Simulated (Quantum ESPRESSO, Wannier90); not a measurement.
# BeO (wurtzite): Wannier90 run

Structure: Materials Project mp-2542, symmetrised, not relaxed again. COD (Crystallography Open Database) has the formula in 3 space groups, this one among them (matched by group alone). Method: PBEsol plane waves in Quantum ESPRESSO 7.5 (PseudoDojo norm-conserving files, 71 Ry, no spin polarisation, no spin-orbit coupling), Bloch states on a 12×12×6 mesh through Γ, Wannier90 4.0.1. Density: 18×18×8 mesh, cold smearing 0.01 Ry.

On the energy scale of pw.x, whose zero is arbitrary, the valence-band maximum lies at 6.22 eV.

Input w.win:

```
num_bands = 8
num_wann = 8
exclude_bands = 1-2,11-28
num_iter = 800
conv_tol = 1.0e-4
conv_window = 4
write_hr = true
write_u_matrices = true
auto_projections = true
begin unit_cell_cart
ang
    2.6942800325    0.0000000000    0.0000000000
   -1.3471400163    2.3333149531    0.0000000000
    0.0000000000    0.0000000000    4.3760200000
end unit_cell_cart
begin atoms_frac
Be   0.3333333333 -0.3333333333  0.0001600000
Be  -0.3333333333  0.3333333333 -0.4998400000
O    0.3333333333 -0.3333333333  0.3773400000
O   -0.3333333333  0.3333333333 -0.1226600000
end atoms_frac
mp_grid = 12 12 6
begin kpoints
0.0000000000 0.0000000000 0.0000000000
0.0000000000 0.0000000000 0.1666666667
0.0000000000 0.0000000000 0.3333333333
... (861 more lines: the 12x12x6 mesh through Gamma)
end kpoints
```

Input of pw2wannier90.x that gives the overlap and projection files (equivalent; here they were cut from one run over all bands):

```
&inputpp
  outdir = './out'
  prefix = 'pwscf'
  seedname = 'w'
  write_amn = .true.
  write_mmn = .true.
  scdm_proj = .true.
  scdm_entanglement = 'isolated'
/
```

Output w.wout (banner and timings cut):

```
                                    ------
                                    SYSTEM
                                    ------

                              Lattice Vectors (Ang)
                    a_1     2.694280   0.000000   0.000000
                    a_2    -1.347140   2.333315   0.000000
                    a_3     0.000000   0.000000   4.376020

                   Unit Cell Volume:      27.51030  (Ang^3)

                        Reciprocal-Space Vectors (Ang^-1)
                    b_1     2.332046   1.346407  -0.000000
                    b_2     0.000000   2.692815   0.000000
                    b_3     0.000000  -0.000000   1.435822

 *----------------------------------------------------------------------------*
 |   Site       Fractional Coordinate          Cartesian Coordinate (Ang)     |
 +----------------------------------------------------------------------------+
 | be   1   0.33333  -0.33333   0.00016   |    1.34714  -0.77777   0.00070    |
 | be   2  -0.33333   0.33333  -0.49984   |   -1.34714   0.77777  -2.18731    |
 | o    1   0.33333  -0.33333   0.37734   |    1.34714  -0.77777   1.65125    |
 | o    2  -0.33333   0.33333  -0.12266   |   -1.34714   0.77777  -0.53676    |
 *----------------------------------------------------------------------------*
                                ------------
                                K-POINT GRID
                                ------------

             Grid size = 12 x 12 x  6      Total points =  864

 *---------------------------------- MAIN ------------------------------------*
 |  Number of Wannier Functions               :                 8             |
 |  Number of Objective Wannier Functions     :                 8             |
 |  Number of input Bloch states              :                 8             |
 |  Output verbosity (1=low, 5=high)          :                 1             |
 |  Timing Level (1=low, 5=high)              :                 1             |
 |  Optimisation (0=memory, 3=speed)          :                 3             |
 |  Length Unit                               :               Ang             |
 |  Post-processing setup (write *.nnkp)      :                 F             |
 |  Using Gamma-only branch of algorithms     :                 F             |
 *----------------------------------------------------------------------------*
 *------------------------------- WANNIERISE ---------------------------------*
 |  Total number of iterations                :               800             |
 |  Number of CG steps before reset           :                 5             |
 |  Trial step length for line search         :             2.000             |
 |  Convergence tolerence                     :         0.100E-03             |
 |  Convergence window                        :                 4             |
 |  Iterations between writing output         :                 1             |
 |  Iterations between backing up to disk     :               100             |
 |  Write r^2_nm to file                      :                 F             |
 |  Write xyz WF centres to file              :                 F             |
 |  Write on-site energies <0n|H|0n> to file  :                 F             |
 |  Use guiding centre to control phases      :                 F             |
 |  Use phases for initial projections        :                 F             |
 *----------------------------------------------------------------------------*
 *-------------------------------- PLOTTING ----------------------------------*
 |  Plotting Hamiltonian in WF basis          :                 T             |
 *----------------------------------------------------------------------------*

 *---------------------------------- K-MESH ----------------------------------*
 +----------------------------------------------------------------------------+
 |                    Distance to Nearest-Neighbour Shells                    |
 |                    ------------------------------------                    |
 |          Shell             Distance (Ang^-1)          Multiplicity         |
 |          -----             -----------------          ------------         |
 |             1                   0.224401                      6            |
 |             2                   0.239304                      2            |
 |             3                   0.328058                     12            |
 |             4                   0.388674                      6            |
 |             5                   0.448802                      6            |
 |             6                   0.456436                     12            |
 |             7                   0.478607                      2            |
 |             8                   0.508616                     12            |
       ... (lines left out)
 +----------------------------------------------------------------------------+
 | The b-vectors are chosen automatically                                     |
 | The following shells are used:                       1,  2                 |
 +----------------------------------------------------------------------------+
 |                        Shell   # Nearest-Neighbours                        |
 |                        -----   --------------------                        |
 |                          1               6                                 |
 |                          2               2                                 |
 +----------------------------------------------------------------------------+
 | Completeness relation is fully satisfied [Eq. (B1), PRB 56, 12847 (1997)]  |
 +----------------------------------------------------------------------------+
 |                  b_k Vectors (Ang^-1) and Weights (Ang^2)                  |
 |                  ----------------------------------------                  |
 |            No.         b_k(x)      b_k(y)      b_k(z)        w_b           |
 |            ---        --------------------------------     --------        |
 |             1         0.000000    0.224401    0.000000     6.619546        |
 |             2         0.194337    0.112201    0.000000     6.619546        |
 |             3         0.000000   -0.224401    0.000000     6.619546        |
 |             4         0.194337   -0.112201    0.000000     6.619546        |
 |             5        -0.194337   -0.112201    0.000000     6.619546        |
 |             6        -0.194337    0.112201    0.000000     6.619546        |
 |             7         0.000000    0.000000    0.239304     8.731148        |
 |             8         0.000000    0.000000   -0.239304     8.731148        |
 +----------------------------------------------------------------------------+
 |                           b_k Directions (Ang^-1)                          |
 |                           -----------------------                          |
 |            No.           x           y           z                         |
 |            ---        --------------------------------                     |
 |             1         0.000000    0.224401    0.000000                     |
 |             2         0.194337    0.112201    0.000000                     |
 |             3         0.194337   -0.112201    0.000000                     |
 |             4         0.000000    0.000000    0.239304                     |
 +----------------------------------------------------------------------------+

 Starting a new Wannier90 calculation ...

 Reading overlaps from w.mmn

 Reading projections from w.amn

 *------------------------------- WANNIERISE ---------------------------------*
 +--------------------------------------------------------------------+<-- CONV
 | Iter  Delta Spread     RMS Gradient      Spread (Ang^2)            |<-- CONV
 +--------------------------------------------------------------------+<-- CONV

 ------------------------------------------------------------------------------
 Initial State
  WF centre and spread    1  (  1.044658, -0.984312,  1.670629 )     0.61938302
  WF centre and spread    2  ( -1.316251,  0.441811, -0.453547 )     0.65129366
  WF centre and spread    3  (  1.649695, -0.984276,  1.670520 )     0.61982887
  WF centre and spread    4  ( -1.014884,  0.939801, -0.482453 )     0.61436870
  WF centre and spread    5  ( -1.604205,  0.926468, -0.308577 )     0.61342936
  WF centre and spread    6  (  1.347085, -0.555834,  1.915418 )     0.64300494
  WF centre and spread    7  (  1.347227, -0.587444,  1.354151 )     0.63451586
  WF centre and spread    8  ( -1.452597,  0.802454, -0.897919 )     0.61430741
  Sum of centres and spreads (  0.000728, -0.001332,  4.468221 )     5.01013182

      0     0.501E+01     0.0000000000        5.0101318346  <-- CONV
        O_D=      0.0130078 O_OD=      0.9539541 O_TOT=      5.0101318 <-- SPRD
 ------------------------------------------------------------------------------
      1    -0.530E-01     0.0528362761        4.9571798277  <-- CONV
        O_D=      0.0057724 O_OD=      0.9082375 O_TOT=      4.9571798 <-- SPRD
      2    -0.972E-02     0.0476668597        4.9474643990  <-- CONV
        O_D=      0.0037467 O_OD=      0.9005477 O_TOT=      4.9474644 <-- SPRD
      3    -0.652E-02     0.0465564666        4.9409425381  <-- CONV
        O_D=      0.0020695 O_OD=      0.8957031 O_TOT=      4.9409425 <-- SPRD
      4    -0.210E-02     0.0255689090        4.9388402275  <-- CONV
        O_D=      0.0015253 O_OD=      0.8941450 O_TOT=      4.9388402 <-- SPRD
      5    -0.902E-03     0.0172233923        4.9379378744  <-- CONV
        O_D=      0.0013976 O_OD=      0.8933704 O_TOT=      4.9379379 <-- SPRD
       ... (lines left out)
    100    -0.230E-03     0.0076347157        4.8816007188  <-- CONV
        O_D=      0.0008211 O_OD=      0.8376097 O_TOT=      4.8816007 <-- SPRD
       ... (lines left out)
    150    -0.718E-04     0.0042762976        4.8702044036  <-- CONV
        O_D=      0.0006987 O_OD=      0.8263357 O_TOT=      4.8702044 <-- SPRD
    151    -0.703E-04     0.0053675810        4.8701341426  <-- CONV
        O_D=      0.0006959 O_OD=      0.8262683 O_TOT=      4.8701341 <-- SPRD
    152    -0.904E-04     0.0042256199        4.8700437160  <-- CONV
        O_D=      0.0006997 O_OD=      0.8261741 O_TOT=      4.8700437 <-- SPRD
             <<<     Delta < 1.000E-04  over  4 iterations     >>>
             <<< Wannierisation convergence criteria satisfied >>>
 Final State
  WF centre and spread    1  (  1.039315, -0.974656,  1.742971 )     0.60603206
  WF centre and spread    2  ( -1.336063,  0.418786, -0.419433 )     0.60607126
  WF centre and spread    3  (  1.654999, -0.974655,  1.742922 )     0.60605976
  WF centre and spread    4  ( -1.030426,  0.953080, -0.430623 )     0.60634819
  WF centre and spread    5  ( -1.643236,  0.950828, -0.379431 )     0.60739637
  WF centre and spread    6  (  1.347145, -0.455748,  1.839568 )     0.61211324
  WF centre and spread    7  (  1.347108, -0.706423,  1.283852 )     0.61436206
  WF centre and spread    8  ( -1.378653,  0.788317, -0.913415 )     0.61166077
  Sum of centres and spreads (  0.000188, -0.000473,  4.466410 )     4.87004371

         Spreads (Ang^2)       Omega I      =     4.043169951
        ================       Omega D      =     0.000699653
                               Omega OD     =     0.826174112
    Final Spread (Ang^2)       Omega Total  =     4.870043716
```
